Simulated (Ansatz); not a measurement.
Input:

BN:
```cif
data_B2N2
_chemical_formula_sum 'B2 N2'
_space_group_name_H-M_alt 'P63/mmc'
_space_group_IT_number 194
_space_group_name_Hall '-P 6c 2c'
_cell_length_a 2.48735
_cell_length_b 2.48735
_cell_length_c 6.53601
_cell_angle_alpha 90.000
_cell_angle_beta 90.000
_cell_angle_gamma 120.000
loop_
_atom_site_label
_atom_site_type_symbol
_atom_site_symmetry_multiplicity
_atom_site_Wyckoff_symbol
_atom_site_fract_x
_atom_site_fract_y
_atom_site_fract_z
_atom_site_occupancy
B1 B 2 b 0.00000 0.00000 0.25000 1
N1 N 2 d 0.66667 0.33333 0.25000 1
```

This is the LDA-relaxed structure.

All from LDA in the plane-wave PAW code Ansatz, unless another level is named. Give the bulk modulus (Birch–Murnaghan fit).

26.7 GPa.

And the vibrational entropy at 300 K?

7.5 J/(K·mol of atoms).

Give the zero-point energy.

156.0 meV/atom.

Space group P6_3/mmc. The workflow started from a Materials Project entry (that database holds measured and hypothetical structures alike). Its sites differ from those of the usual phase in this space group: another stacking or structure type. The LDA relaxation kept the symmetry of its start; phonons on a q-mesh show no instability. A crystal of weakly bound layers computed without a dispersion correction: the cell and the soft elastic constants depend strongly on that.

Potentials: the earlier of the program's two PAW sets.
